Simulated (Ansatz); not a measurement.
CsGeI3:
```
CsGeI3
1.0
    4.12292     2.38037     3.39397
   -4.12292     2.38037     3.39397
    0.00000    -4.76074     3.39397
I Cs Ge
3 1 1
Direct
  0.50819   0.00920   0.50819
  0.50819   0.50819   0.00920
  0.00920   0.50819   0.50819
  0.00964   0.00964   0.00964
  0.52680   0.52680   0.52680
```

Cartesian axes are those of the cell as given.

Give the proper piezoelectric stress tensor with relaxed ions from DFT-PBEsol in the program Ansatz with PAW potentials.

In C/m², rows x, y, z, Voigt columns; mesh uncertainty up to 0.01.
```
 0.00   0.00   0.00   0.00   2.06   0.76
 0.76  -0.76   0.00   2.06   0.00   0.00
 0.85   0.85   1.99   0.00   0.00   0.00
```

The elastic tensor of the same run (GPa):

|  | 1 | 2 | 3 | 4 | 5 | 6 |
|---|---|---|---|---|---|---|
| 1 | 32.4 | 10.1 | 9.3 | 1.9 | 0.0 | 0.0 |
| 2 | 10.1 | 32.4 | 9.3 | -1.9 | 0.0 | 0.0 |
| 3 | 9.3 | 9.3 | 20.8 | 0.0 | 0.0 | 0.0 |
| 4 | 1.9 | -1.9 | 0.0 | 7.9 | 0.0 | 0.0 |
| 5 | 0.0 | 0.0 | 0.0 | 0.0 | 7.9 | 1.9 |
| 6 | 0.0 | 0.0 | 0.0 | 0.0 | 1.9 | 11.2 |

Convert to strain constants d = e·S.

In pC/N:
```
  0.0    0.0    0.0    0.0  254.1   25.5
 12.7  -12.7    0.0  254.1    0.0    0.0
 -1.1   -1.1   96.6    0.0    0.0    0.0
```

Space group R3m. The workflow started from an entry of the Crystallography Open Database (COD, 293 K). Its standing as an ambient phase is unchecked. Symmetry was held in the PBEsol relaxation; its stability against distortions is not shown here. Spin–orbit coupling is left out wherever it is not named.

Potentials: the later of the program's two PAW sets.
